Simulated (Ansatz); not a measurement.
Relaxed bulk Ag:

Space group R-3m:H (No. 166). a = 2.869 Å, b = 2.869 Å, c = 21.059 Å, α = 90.00°, β = 90.00°, γ = 120.00°
```csv
atom,site,symmetry,x,y,z
Ag,3a,-3m,0.0000,0.0000,0.0000
Ag,6c,3m,0.0000,0.0000,0.7777
```

Miller indices refer to the conventional cell of R-3m (No. 166), a = 2.869 Å, b = 2.869 Å, c = 21.059 Å, α = 90.00°, β = 90.00°, γ = 120.00°.

Consider the (001) slab of 6 planes, 11.7 Å thick with 15 Å of vacuum as cut; outer planes Ag (top) and Ag (bottom), all atoms relaxed.

All numbers below come from DFT PBEsol, scalar-relativistic, plane waves, PAW (Ansatz). Cutoff 420 eV; k points 12×12×1 on the computed 6-atom cell (Γ-centred); Gaussian smearing, width 0.10 eV; no spin polarisation. The cell repeats along c with a dipole correction in the vacuum.

Task: Predict the surface energy (mean of both faces).

Result: 1.00 J/m².

Task: Predict the work function.

Result: 4.54 eV.

Task: The top two planes lie 2.338 Å apart in the bulk. How does relaxation change this?

Result: The spacing becomes 2.314 Å (-1.0 %).

The reference crystal is a form of Ag, which isn't its usual structure.